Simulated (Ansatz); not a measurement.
ZrTa (CsCl type, Pm-3m) under volume change, plane-wave PAW PBEsol (Ansatz code), scaled uniformly.

```csv
V (Å³/atom),E − E(relaxed) (meV/atom),P (GPa)
17.830,…,…
18.418,32.9,9.36
19.006,7.9,4.38
19.594,0.0,0.00
20.182,7.3,-3.89
20.769,28.0,-7.35
21.357,…,…
```

### Question
What belongs in the gaps?

### Answer

- 21.357, E − E(relaxed) (meV/atom): 60.7
- 21.357, P (GPa): -10.40
- 17.830, E − E(relaxed) (meV/atom): 77.5
- 17.830, P (GPa): 15.06

### Question
What does a third-order Birch–Murnaghan fit give for V₀, B₀ and B′?

### Answer
V₀ = 19.59 Å³/atom, B₀ = 138 GPa, B′ = 3.1.

The start of the workflow was typed in or built on a structure type; neither database checked (COD, Materials Project) lists it. Whether it is the stable phase at ambient conditions was not checked. The PBEsol relaxation kept the symmetry of its start; its stability against distortions is not shown here. The run is not spin-polarised. Its formation energy is positive at this level, so the cell may be metastable or incomplete. Scalar-relativistic: spin–orbit coupling is off unless named, which matters more the heavier the elements.

Potentials: the earlier of the program's two PAW sets. The files were generated under PBE; for other functionals the program regenerates the frozen cores, and for LDA and PBEsol the local potential too.
